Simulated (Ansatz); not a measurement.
**Varying the input for NaB**

The reference input for Ansatz (plane-wave DFT with PAW):

```yaml
crystal:
  lattice:
    - [0.0, 2.683869, 2.683869]
    - [2.683869, 0.0, 2.683869]
    - [2.683869, 2.683869, 0.0]
  atoms:
    - { symbol: Na, position: [0.0, 0.0, 0.0] }
    - { symbol: B, position: [0.5, 0.5, 0.5] }
basis:
  ecutwfc: 420
kpoints:
  mp_grid: { grid: [8, 8, 8] }
hamiltonian:
  xc: pbe
scf:
  occupations: { method: gaussian, width: 0.1 }
output:
  forces: true
  stress: true
  eigenvalues: true
```

Command:

```bash
ansatz run input.yaml --threads 1 --pin off --max-ram 1331MiB --backend cpu --events-out ev --progress --plain --runs-dir out
```

The run converges in 6 SCF iterations on 29 irreducible k-points: pressure 0.08 GPa, no gap.

These settings were drawn at random to show what each does; none of the numbers is a converged property of the crystal. Each trial's input is given as a difference from the reference's; energies are extrapolated to zero smearing where there is one, and pressure is positive in compression. Charged cells sit in a uniform background, and their pressures hang on that convention.

Trial 1 (volume scaled):

```diff
 crystal:
   lattice:
-    - [0.0, 2.683869, 2.683869]
-    - [2.683869, 0.0, 2.683869]
-    - [2.683869, 2.683869, 0.0]
+    - [0.0, 2.9064479804, 2.9064479804]
+    - [2.9064479804, 0.0, 2.9064479804]
+    - [2.9064479804, 2.9064479804, 0.0]
+total_charge: 0.5
 kpoints:
-  mp_grid: { grid: [8, 8, 8] }
+  mp_grid: { kspacing: 0.62 }
+  band_path: { path: [[0, 0, 0], [0.5, 0, 0], [0.5, 0.5, 0.5]], npoints: 8 }
 output:
+  populations: true
```

The run converges in 6 SCF iterations on 8 irreducible k-points: pressure 1.20 GPa (with the neutralising background of the charged cell), no gap.

Trial 2:

```diff
 basis:
-  ecutwfc: 420
+  ecutwfc: 400
+relax:
+  adjacent_minimum: "off"
+  f_tol: 0.02
+  max_steps: 10
```

The relaxation ends after 1 step and 6 SCF iterations, 0.00 meV per atom in free energy under its start, at 19.33 Å³/atom: energy 0.36 meV per atom above the reference, pressure 0.08 GPa, no gap. It warns that the cutoff lies under the recommended one, 420 eV for these potentials; that the SCF threshold is loose for the stress.

Trial 3 (volume scaled):

```diff
 crystal:
   lattice:
-    - [0.0, 2.683869, 2.683869]
-    - [2.683869, 0.0, 2.683869]
-    - [2.683869, 2.683869, 0.0]
+    - [0.0, 2.7620835626, 2.7620835626]
+    - [2.7620835626, 0.0, 2.7620835626]
+    - [2.7620835626, 2.7620835626, 0.0]
+total_charge: 0.25
 basis:
-  ecutwfc: 420
+  ecutwfc: 160
 hamiltonian:
+  pseudopotentials: { kind: nc }
 scf:
-  occupations: { method: gaussian, width: 0.1 }
+  occupations: { method: methfessel_paxton, width: 0.023 }
+  max_iter: 100
```

The run converges in 8 SCF iterations on 29 irreducible k-points: pressure -3.88 GPa (with the neutralising background of the charged cell) (unreliable at so low a cutoff), no gap. It warns that the cutoff lies under the recommended one, 1197 eV for these potentials.

Trial 4:

```diff
 scf:
+  n_extra_bands: 12
```

The run converges in 6 SCF iterations on 29 irreducible k-points: the reference's energy to 0.01 meV per atom, pressure 0.08 GPa, no gap.

Trial 5 (volume scaled):

```diff
 crystal:
   lattice:
-    - [0.0, 2.683869, 2.683869]
-    - [2.683869, 0.0, 2.683869]
-    - [2.683869, 2.683869, 0.0]
+    - [0.0, 2.6121911539, 2.6121911539]
+    - [2.6121911539, 0.0, 2.6121911539]
+    - [2.6121911539, 2.6121911539, 0.0]
 kpoints:
-  mp_grid: { grid: [8, 8, 8] }
+  mp_grid: { grid: [4, 4, 4] }
 scf:
-  occupations: { method: gaussian, width: 0.1 }
+  occupations: { method: fermi_dirac, width: "0.02 Ry" }
+  n_extra_bands: 20
+magnetization:
+  spin_polarized: true
+  initial_magnetization: 6.0
```

The run converges in 16 SCF iterations on 8 irreducible k-points: energy 57.8 meV per atom above the reference (the smearing is far too wide for the extrapolation to zero width), pressure 3.50 GPa, no gap, cell moment 0.00 μB. It warns that the starting moments were lost.

Trial 6 (strained):

```diff
 crystal:
   lattice:
-    - [0.0, 2.683869, 2.683869]
-    - [2.683869, 0.0, 2.683869]
-    - [2.683869, 2.683869, 0.0]
+    - [0.0085811042, 2.8619372275, 2.8528322118]
+    - [2.7142329248, 0.1331164331, 2.7282968828]
+    - [2.6419451977, 2.6651141714, 0.2054041603]
+  symmetry: { detect: false }
 kpoints:
-  mp_grid: { grid: [8, 8, 8] }
+  mp_grid: { grid: [6, 6, 6] }
```

The run converges in 6 SCF iterations on 112 irreducible k-points: energy 3.48 meV per atom below the reference, pressure 0.01 GPa, no gap.

Trial 7:

```diff
 basis:
-  ecutwfc: 420
+  ecutwfc: "29 Ry"
 kpoints:
-  mp_grid: { grid: [8, 8, 8] }
+  mp_grid: { grid: [4, 4, 4] }
 output:
-  forces: true
+  forces: false
```

The run converges in 6 SCF iterations on 8 irreducible k-points: energy 59.1 meV per atom above the reference, pressure 0.64 GPa, no gap. It warns that the cutoff lies under the recommended one, 420 eV for these potentials.

Trial 8:

```diff
 basis:
-  ecutwfc: 420
+  ecutwfc: 490
 scf:
+  eigensolver: { kind: davidson }
+  convergence: { dr2_threshold: "1e-11 eV" }
+  max_iter: 89
```

The run converges in 7 SCF iterations on 29 irreducible k-points: energy 0.56 meV per atom below the reference, pressure 0.08 GPa, no gap.